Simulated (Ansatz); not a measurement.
C (graphite, space group No. 194) at seven volumes, r²SCAN+D4 in the plane-wave PAW code Ansatz, shape and atoms relaxed at each. One row is withheld.

```tsv
V (Å³/atom)	P (GPa)
8.026	5.10
8.291	?
8.555	1.17
8.820	0.01
9.084	-0.88
9.349	-1.44
9.613	-1.76
```

Fit the shown pressures and predict the withheld one.

P = (3/2)B₀(x^(7/2) − x^(5/2))[1 + (3/4)(B′ − 4)(x − 1)] with x = (V₀/V)^(2/3). Least squares on the six rows gives V₀ = 8.814 Å³/atom, B₀ = 34.0 GPa, B′ = 10.80. At V = 8.291, x = 1.0416 and P = 2.85 GPa. The run itself gave 2.85 GPa.

Space group P6_3/mmc (graphite). The r²SCAN+D4 relaxation kept the symmetry of its start; of distortions, only those at the zone centre were tested.

Potentials: the later of the program's two PAW sets.
